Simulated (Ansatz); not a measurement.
Rough cost of magnetic runs on EuCuO2 (R-3m) in Ansatz 0.2.0, 2 threads of Intel(R) Xeon(R) Platinum 8259CL CPU @ 2.50GHz (Skylake/Cascade Lake), on a shared host.

```xyz
4
Lattice="1.8150 1.0479 5.6900 -1.8150 1.0479 5.6900 0.0000 -2.0958 5.6900" Properties=species:S:1:pos:R:3 pbc="T T T"
Eu    0.0000    0.0000    8.5350
Cu    0.0000    0.0000    0.0000
O     0.0000    0.0000    1.8436
O     0.0000    0.0000   15.2264
```

```tsv
run	functional, mesh	k points solved	bands	iterations	wall time (s)	peak memory (GiB)
PAW: total moment held at 1.98 μB	LDA, 9×9×9	365	31	78	1200	3.9
PAW: free moments from the typed start	LDA, 9×9×9	85	33	17	30	0.65
LAPW: total moment held at 9 μB	LDA, 9×9×9	85	48	37	430	1.9
AE-PAW: total moment held at 9 μB	LDA, 9×9×9	85	35	13	150	1.9
LAPW: total moment held at 7.5 μB	LDA, 9×9×9	85	47	18	190	1.6
PAW: field of 3000 T on the spins	LDA, 9×9×9	85	33	24	30	0.63
LAPW: field of 3000 T on the spins	LDA, 9×9×9	85	46	30	250	1.6
LAPW: free moments	LDA, 9×9×9	85	46	20	240	1.6
PAW: field of 200 T on the spins	LDA, 9×9×9	85	33	24	30	0.63
```

Task: Roughly how much dearer is an iteration by LAPW than by PAW among the runs with the first row's mesh and spin treatment (collinear)?

Result: About 7 times (medians of wall time over iterations; times from a shared host are rough).

Runs with the default search for lower states can spend part of their time in further cycles.
